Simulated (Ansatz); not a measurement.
A crystal relaxed with r2SCAN in the plane-wave code Ansatz has space group Pm (No. 6) and a = 5.438 Å, b = 3.356 Å, c = 5.988 Å, β = 91.6°.

| atom | site | x | y | z |
| --- | --- | --- | --- | --- |
| Ga | 1a | 0.0002 | 0.0000 | 0.3197 |
| Ga | 1b | 0.9934 | 0.5000 | 0.8480 |
| Ga | 1b | 0.5139 | 0.5000 | 0.1646 |
| La | 1a | 0.5053 | 0.0000 | 0.6596 |
| Xx | 1a | 0.6453 | 0.0000 | 0.2915 |
| Xx | 1b | 0.6468 | 0.5000 | 0.8786 |
| Xx | 1b | 0.1421 | 0.5000 | 0.1724 |
| Xx | 1a | 0.0529 | 0.0000 | 0.6657 |

With r2SCAN the valence top lies at E and the conduction bottom at Γ, 0.70 eV higher; the smallest vertical gap, at Γ, is 1.50 eV. The HSE06 gap is indirect, 1.49 eV (E to Γ), below the direct gap of 2.27 eV at Γ. With PBE the valence top lies at E and the conduction bottom at Γ, 0.39 eV higher; the smallest vertical gap, at Γ, is 1.14 eV. Meshes: r2SCAN 6×8×4, HSE06 4×4×4, PBE 6×8×4.

Task: Which element is Xx?
A. N
B. Sb
C. P
D. Bi

Result: A. Xx is N: LaGa3N4, ordered on the wurtzite lattice (Pm) with 8 atoms a cell. Ga is surrounded by 4 N at 1.93–2.08 Å; Ga is surrounded by 4 N at 1.90–2.08 Å; Ga is surrounded by 4 N at 1.88–2.02 Å; La is surrounded by 4 N at 2.25–2.46 Å; N is surrounded by 3 Ga at 1.93–1.97 Å and 1 La at 2.35 Å; N is surrounded by 2 Ga at 1.88–1.90 Å and 2 La at 2.25 Å; N is surrounded by 4 Ga at 2.02–2.08 Å; N is surrounded by 3 Ga at 2.03–2.08 Å and 1 La at 2.46 Å.

No spin polarisation and no zero-point or thermal motion; the cell was built from a prototype and may be hypothetical.

Spin-orbit coupling is left out.

The meshes of the hybrids are coarse, so their gaps aren't converged to the digits shown.
